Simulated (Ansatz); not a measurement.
AuCu3-type ScPt3

**What was measured.** A cell as deposited of cubic ScPt3 (space group Pm-3m), temperature not stated, from the Crystallography Open Database (1967), has a = 3.954 Å and 15.45 Å³/atom.

Computed with Ansatz (plane waves, PAW, 420 eV cutoff): PBEsol, scalar-relativistic, no spin polarisation, 8×8×8 k-mesh, Gaussian smearing of 0.05 eV; PAW files: Ansatz's generated set soft_2.

```xyz
4
Lattice="3.9515 0.0000 0.0000 0.0000 3.9515 0.0000 0.0000 0.0000 3.9515" Properties=species:S:1:pos:R:3 pbc="T T T"
Sc    0.0000    0.0000    0.0000
Pt    0.0000    1.9757    1.9757
Pt    1.9757    1.9757    0.0000
Pt    1.9757    0.0000    1.9757
```

The start was a prototype's sites filled with these elements; the Crystallography Open Database holds the compound in this structure.

The cell above was scaled in volume, its shape and atoms being fixed by the lattice's symmetry. Energies are counted from the cell above.

The cell is relaxed to zero pressure at this level.

```csv
V (Å³/atom),ΔE (meV/atom),P from the stress (GPa)
14.808,18.72,10.23
15.116,4.42,4.78
15.425,0.00,-0.01
15.733,4.23,-4.23
16.042,16.05,-7.96
```

**Question.** Do the energies and the pressures agree? Compare −ΔE/ΔV between neighbouring points (1 meV/Å³ = 0.1602 GPa) with the mean of their pressures.

**Answer.** 
| interval (Å³/atom) | −ΔE/ΔV (GPa) | mean P (GPa) |
| --- | --- | --- |
| 14.81 to 15.12 | 7.4 | 7.5 |
| 15.12 to 15.42 | 2.3 | 2.4 |
| 15.42 to 15.73 | -2.2 | -2.1 |
| 15.73 to 16.04 | -6.1 | -6.1 |
They differ by 0.10 GPa at most.

**Question.** What do the two routes give for V0, B0 and B0′?

**Answer.** A third-order Birch–Murnaghan fit of the energies: V0 = 15.42 Å³/atom, B0 = 225 GPa, B0′ = 5.6. A polynomial of P in ln V, with B = −dP/d ln V at P = 0: V0 = 15.42 Å³/atom, B0 = 225 GPa, B0′ = 5.3.

B0·V0 = 224.8 GPa × 15.42 Å³ = 21.64 eV/atom sets the scale: near the minimum ΔE ≈ ½ B0 V0 x², with x = V/V0 − 1, and a pressure of 2.2 GPa squeezes the volume by about 1 %. At the ends of the curve: x = −4.0 % predicts 17.1 meV/atom and the run gives 18.7; x = +4.0 % predicts 17.5 meV/atom and the run gives 16.1. Compression costs more and expansion less than the parabola says, since the crystal stiffens as it shrinks; B0′ measures that.

**Comparison.** The computed cell (3.951 Å, 15.42 Å³/atom) differs from the database's by −0.2 % in volume, about −0.1 % in length. Agreement this close is partly luck: the calculation is for a static lattice, the crystal has zero-point motion and thermal expansion.

Scalar-relativistic only: spin–orbit splittings of the heavy atoms' levels are missing. The run is a metal.
